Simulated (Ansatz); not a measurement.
Computed frozen-phonon scan: LiNbO2 (space group P6_3/mmc)

LiNbO$_{2}$ (space group P6_3/mmc)

```
LiNbO2
1.0
    2.87039     0.00000     0.00000
   -1.43520     2.48583     0.00000
    0.00000     0.00000    10.22534
Li Nb O
2 2 4
Direct
  0.00000   0.00000   0.00000
  0.00000   0.00000   0.50000
  0.33333   0.66667   0.75000
  0.66667   0.33333   0.25000
  0.33333   0.66667   0.12224
  0.66667   0.33333   0.87776
  0.66667   0.33333   0.62224
  0.33333   0.66667   0.37776
```

A phonon eigenvector at Γ is frozen into this cell: atom i moves by Q times the vector below, so Q is the largest atomic displacement, in Å. The cell is held.

| atom | x | y | z |
|---|---|---|---|
| Li1 | 0.000 | 0.000 | -1.000 |
| Li2 | 0.000 | 0.000 | 1.000 |
| O5 | 0.000 | 0.000 | -0.330 |
| O6 | 0.000 | 0.000 | -0.330 |
| O7 | 0.000 | 0.000 | 0.330 |
| O8 | 0.000 | 0.000 | 0.330 |

Atoms not listed stay in place.

Level of theory: LDA (plane waves to 420 eV, PAW, scalar-relativistic; Ansatz, a quantum-chemistry and plane-wave program). k mesh 13×13×4 (Γ-centred), Fermi-Dirac smearing 0.05 eV. E stands for the smeared free energy. Stress and pressure are positive under compression. LiNbO2 is run without spin polarisation and with no Hubbard U. LiNbO2 was relaxed with its symmetry unable to fall. ΔE is measured from the undisplaced structure.

```tsv
Q (Å)	ΔE (meV/cell)	−dE/dQ from forces (eV/Å)	P (GPa)
-0.100	97.7	1.955	0.32
-0.083	67.8	1.628	0.22
-0.067	43.4	1.302	0.14
-0.050	24.4	0.976	0.08
-0.033	10.8	0.651	0.03
-0.017	2.7	0.325	0.01
0.000	0.0	0.000	0.00
0.017	2.7	-0.325	0.01
0.033	10.8	-0.651	0.03
0.050	24.4	-0.976	0.08
0.067	43.4	-1.302	0.14
0.083	67.8	-1.628	0.22
0.100	97.7	-1.955	0.32
```

Derived quantities:

The energy at Q = 0.100 Å comes out as 97.7 meV/cell. Space group of the distorted cell: P-6m2 (No. 187), lowered from P6_3/mmc. Symmetry of the curve: even: the same for both signs. Shape of the curve: a single well with its minimum at or next to zero displacement. Harmonic wavenumber from the curvature (finite differences): 504 cm⁻¹. Wavenumber by perturbation theory (DFPT, on another k mesh): 504 cm⁻¹.

The 13 points together took about 4 core-minutes (a rough figure).

(For displaced atoms, the force is minus the slope of the energy, and its curvature is a force constant, which sets phonon frequencies.)
